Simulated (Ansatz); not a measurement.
FePO$_{4}$ in space group Cmcm (No. 63; Fe on 4a, P on 4c, O on 8f, O on 8g) at seven volumes, the program Ansatz at the HSE06 level (PAW), shape and atoms relaxed at each. One row is withheld.

```tsv
V (Å³/atom)	P (GPa)
9.899	11.66
10.226	7.14
10.552	3.29
10.879	-0.01
11.205	-2.80
11.531	-5.15
11.858	?
```

Task: Fit the shown pressures and predict the withheld one.

Result: Third-order Birch–Murnaghan: P = (3/2)B₀(x^(7/2) − x^(5/2))[1 + (3/4)(B′ − 4)(x − 1)] with x = (V₀/V)^(2/3). Least squares on the six rows gives V₀ = 10.879 Å³/atom, B₀ = 100.6 GPa, B′ = 4.34. At V = 11.858, x = 0.9442 and P = -7.19 GPa. The run itself gave -7.11 GPa.

The workflow started from a Materials Project entry (that database holds measured and hypothetical structures alike); the Crystallography Open Database copy checked does not list it. COD files the formula under space group No. 14, 61, 62, 152. Its standing as an ambient phase is unchecked. The HSE06 relaxation kept the symmetry of its start, as lowered by the spin order; its stability against distortions is not shown here. The final state is antiferromagnetic, the only order run, not a proven ground state. Other orbital occupations within this spin state were not tried.

Potentials: the later of the program's two PAW sets.
